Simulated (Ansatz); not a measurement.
The start is a generated cell, ZrS2 built in the CdI2 structure type. The cell and all atomic positions are relaxed at zero pressure with r2SCAN (plane waves to 500 eV, PAW, scalar-relativistic; Ansatz, a program for electronic structure). First-step values are on the input's coarse k-mesh.

Ansatz input (later rounds restart from its end on a renewed k-mesh):
Ansatz 0.2 input:
```yaml
crystal:
  lattice:
    - [3.6249914, 0, 0]
    - [-1.8124957, 3.1393347, 0]
    - [0, 0, 5.847863]
  atoms:
    - { symbol: Zr, position: [0, 0, 0] }
    - { symbol: S, position: [0.33333333, 0.66666667, 0.252] }
    - { symbol: S, position: [0.66666667, 0.33333333, 0.748] }
basis: { ecutwfc: 500, ecutrho_ratio: 4, xc_grid: 4, fft_grid_basis: typed }
kpoints: { mp_grid: { grid: [7, 7, 4] } }
hamiltonian:
  xc: r2scan
  dispersion: none
  pseudopotentials: { kind: paw }
scf: { occupations: { method: fermi_dirac, width: 0.05 } }
relax: { f_tol: 0.01, max_steps: 100, cell: { stress_tol: 0.02 } }
output: { forces: true, stress: true }
```

Question: Which atoms feel the largest initial force, and how large is it?

Answer: 0.17 eV/Å, on S2, S3 (atoms numbered as listed).

Question: By how much does the energy per atom fall from start to end?

Answer: 13 meV/atom.

Question: How does the volume per atom move from start to end?

Answer: +8.1 %, from 22.18 to 23.98 Å³/atom.

Question: How do the shortest distances between atoms change?

Answer: The closest pairs of elements (up to four, under 3.6 Å), start → end: S–Zr 2.56 → 2.57 Å; S–S 3.58 → 3.58 Å.

Question: What band gap does the relaxed structure have at this level?

Answer: 1.37 eV, indirect (valence top at 80 % of the way from K to Γ, conduction bottom at L) (no spin-orbit coupling).

The space group stays P-3m1 (No. 164) (the run could not lower it); the end is CdI2 type, with 3 atoms in the primitive cell. Final values are on a 10×10×6 k-mesh of the relaxed cell. No spin polarisation in the result. Without a van der Waals term the distances between weakly bound units are poorly fixed.

The run could not lose the symmetry of its start; a randomly shaken copy of 6 atoms returns to this structure.

Without dispersion the volume is uncertain too.
